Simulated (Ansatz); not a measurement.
**LiMg₄: from a guess to a relaxed structure**

Method: DFT PBE, scalar-relativistic, plane waves, PAW in Ansatz. Cutoff 420 eV, Gaussian smearing, Γ-centred meshes. Cell and atoms relax first on a coarse mesh and then on a finer one. In between, the cell is made exact in the group found at 0.06 Å. In metals the finer mesh still leaves noise of several meV/atom or more. The steps can't lower the symmetry of their start. No spin polarisation.

A trial structure of LiMg₄ was built thus: random cell by space group and Wyckoff sites (Im-3m, No. 229). Its size is a rough estimate.

```
Li Mg
1.0
    -2.75254    2.75254    2.75254
     2.75254   -2.75254    2.75254
     2.75254    2.75254   -2.75254
Li Mg
1 4
Cartesian
  0.0000 0.0000 0.0000
  1.3763 1.3763 1.3763
  1.3763 1.3763 -1.3763
  1.3763 -1.3763 1.3763
  -1.3763 1.3763 1.3763
```

Energies over the elements count from the elements' standard structures at the same level, with no fitted energy shifts.

**Question.** Where does the relaxation end?

**Answer.** The symmetry stays Im-3m (No. 229). The volume per atom grows by 56.3 %, from 16.7 to 26.1 Å³. The shortest distance goes from 2.38 Å (Li–Mg) to 2.77 Å (Li–Mg). The energy falls by about 0.48 eV/atom (the start's value is from the coarse mesh). Conventional cell: a = 6.389 Å. Li is surrounded by 8 Mg at 2.77 Å; Mg has 2 Li at 2.77 Å and 6 Mg at 3.19 Å.

```yaml
crystal:
  lattice:
    - [-3.19449, 3.19449, 3.19449]
    - [3.19449, -3.19449, 3.19449]
    - [3.19449, 3.19449, -3.19449]
  atoms:
    - { symbol: Li, position: [0.00000, 0.00000, 0.00000] }
    - { symbol: Mg, position: [0.50000, 0.50000, 0.50000] }
    - { symbol: Mg, position: [0.00000, 0.00000, 0.50000] }
    - { symbol: Mg, position: [0.00000, 0.50000, 0.00000] }
    - { symbol: Mg, position: [0.50000, 0.00000, 0.00000] }
```

**Question.** How does it come out in energy, and is it a metal?

**Answer.** The energy over the elements is +0.28 eV/atom and the gap on the 8×8×8 mesh of the 5-atom cell is 0 eV (a metal).

It can't be a ground state, since the elements alone are lower.

The last run used Gaussian smearing of 0.10 eV. Symmetry constrained the relaxation, so the result can be a saddle point. In all, the 3 runs took 28 s on 1 thread of Intel(R) Xeon(R) Platinum 8259CL CPU @ 2.50GHz (Skylake/Cascade Lake) (shared host).
